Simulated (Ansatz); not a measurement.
The start is a relaxed Ni cell, doubled along one cell vector, shaken by Gaussian noise of σ = 0.08 Å a coordinate. The structure is fully relaxed (lattice and positions, P = 0) with r2SCAN (plane waves to 500 eV, PAW, scalar-relativistic; Ansatz, a program for electronic structure). The first steps use a coarse 14×7×14 k-mesh.

Initial structure:
```yaml
crystal:
  lattice:
    - [2.30506, 0.00000, 0.00000]
    - [0.00000, 4.61011, 0.00000]
    - [0.00000, 0.00000, 2.30506]
  atoms:
    - { symbol: Ni, position: [0.03936, 0.97225, 0.97763] }
    - { symbol: Ni, position: [0.05425, 0.49898, 0.05073] }
```
Spin-polarised start, with parallel moments on Ni.

Question: How much energy is released per atom?

Answer: 0.80 eV/atom.

Question: How does the volume per atom move from start to end?

Answer: -14.0 %, from 12.25 to 10.53 Å³/atom.

Question: Is the parent structure recovered?

Answer: It does not go back: it reaches Fm-3m (No. 225), fcc (Cu type), 0.79 eV/atom below the parent.

Question: How do the shortest distances between atoms change?

Answer: The closest pairs of elements (up to four, under 3.6 Å), start → end: Ni–Ni 2.19 → 2.46 Å.

Question: What magnetic moments remain?

Answer: Net 0.74 μB/atom, ferromagnetic.

Question: Write out the relaxed structure.

Answer: 
Space group Fm-3m (No. 225); a = b = c = 3.4798 Å, α = β = γ = 90.00°

| atom | site | symmetry | x | y | z |
|---|---|---|---|---|---|
| Ni | 4b | m-3m | 0.5000 | 0.5000 | 0.5000 |
(The calculation used a cell of 1 atom; values per cell refer to that cell.)

Final values are on a 23×23×23 k-mesh of the relaxed cell. Spin state reached: ferromagnetic (net 0.74 μB/atom), from parallel starting moments; other spin orders were not run from this start. r2SCAN tends to overstate moments in metals.

The run could not lose the symmetry of its start.

Of the parent cell (Pm-3m (No. 221)): it is a generated cell of Ni: the first start was made by placing the elements on the sites of a structure type, and the end was not matched to a known phase here, so it may be hypothetical. Known forms of Ni include space group No. 225.
